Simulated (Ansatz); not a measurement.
Cu₃Ge:
```
Cu3Ge
1.0
    4.17405     0.00000     0.00000
    0.00000     5.24901     0.00000
    0.00000     0.00000     4.52277
Cu Ge
6 2
Cartesian
  0.00000   2.62451   0.74450
  2.08703   0.00000   3.77827
  2.08703   1.30463   1.52192
  2.08703   3.94439   1.52192
  0.00000   1.31988   3.00085
  0.00000   3.92914   3.00085
  2.08703   2.62451   3.73023
  0.00000   0.00000   0.79255
```

This is the r²SCAN-relaxed structure.

All from r²SCAN (plane waves, PAW; program Ansatz), unless another level is named. Give the highest zone-centre frequency.

242 cm^-1.

Predict the bulk modulus (Birch–Murnaghan fit).

143 GPa.

Space group Pmmn. The first step of the workflow began from a Materials Project structure, measured or hypothetical; the Crystallography Open Database copy checked does not list it. Whether it is the stable phase at ambient conditions was not checked. The cell was relaxed with r²SCAN under the symmetry of its start; its stability against distortions is not shown here. The run is not spin-polarised. As this level gives no gap, phonon frequencies hold no LO–TO term and depend on the k-mesh and smearing (Fermi–Dirac, 0.1 eV here).

Potentials: the earlier of the program's two PAW sets.
